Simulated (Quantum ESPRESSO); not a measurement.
## Si3AlO7F (convergence and cost over cutoff and k mesh)

A calculation, not a measurement. The program is pw.x of Quantum ESPRESSO 7.5 (plane-wave density functional theory). The cell is made up: 12 atoms on a rutile lattice, with randomly drawn elements, strain and displacements, not relaxed. PseudoDojo standard norm-conserving files (v0.5 for PBE, v0.4.1 for LDA and PBEsol) set the functional; there is no spin polarisation, spin-orbit coupling or dispersion term, and the masses in the input are unused placeholders.

Input of the run in row 4:

```
&control calculation='scf', pseudo_dir='./dojo.nc.sr.pbe.v0_5.standard.upf', outdir='./o', disk_io='medium', tprnfor=.true., tstress=.true. /
&system ibrav=0, nat=12, ntyp=4, nbnd=38, ecutwfc=84.00895049, nosym=.true., tot_charge=0,
 occupations='smearing', smearing='fd', degauss=0.0018374661
/
&electrons conv_thr=7.350e-09, electron_maxstep=60, /
ATOMIC_SPECIES
Al 1.0 Al.upf
F 1.0 F.upf
O 1.0 O.upf
Si 1.0 Si.upf
CELL_PARAMETERS angstrom
4.2598 0.0 0.0
0.0 4.2598 0.0
0.0 0.0 5.4179
ATOMIC_POSITIONS angstrom
Si 0.0258 -0.0243 -0.0496
Si 2.1009 2.1857 1.309
Si -0.0257 -0.0294 2.6371
Al 2.2834 2.1681 4.057
O 1.1707 1.2723 -0.0114
O 2.977 2.9403 -0.0102
O 3.3181 0.8057 1.2618
O 0.8756 3.4053 1.346
O 1.3184 1.3448 2.666
F 2.9663 2.9754 2.7769
O 3.4256 0.819 4.1333
O 0.8087 3.4737 4.0305
K_POINTS automatic
5 5 4 1 1 1
```

The same cell was run at these settings. Meshes are shifted by half a step, and differences are from the last row, which is itself not exact.

| cutoff (eV) | k mesh | k points solved | threshold (eV) | free energy less the last row's (eV) | pressure (GPa) | largest stress difference (GPa) | largest force difference (eV/Å) | iterations | wall time (s) | k-point pools | processor |
| --- | --- | --- | --- | --- | --- | --- | --- | --- | --- | --- | --- |
| 800 | 2 x 2 x 2 | 4 | 1e-04 | 1.237 | -7.25 | 15.02 | 0.052 | 7 | 19 | 1 | AMD EPYC, Zen 5 class |
| 1143 | 2 x 2 x 2 | 4 | 1e-07 | -0.044 | 7.52 | 0.16 | 0.032 | 11 | 62 | 1 | AMD EPYC, Zen 5 class |
| 587 | 5 x 5 x 4 | 50 | 1e-07 | 14.566 | -79.27 | 87.77 | 0.101 | 11 | 156 | 1 | AMD EPYC, Zen 5 class |
| 1143 | 5 x 5 x 4 | 50 | 1e-07 | 0.003 | 7.52 | 0.04 | 0.002 | 11 | 389 | 1 | AMD EPYC, Zen 5 class |
| 1437 | 7 x 7 x 6 | 147 | 1e-07 | 0.000 | 7.55 | 0.00 | 0.000 | 11 | 235 | 4 | Intel Xeon, 2023 or later |

Each pool is one process. Wall times include start-up and a band step at six k points, which weighs most on the coarsest meshes. The runs were on shared virtual cores whose load varied, so times are rough.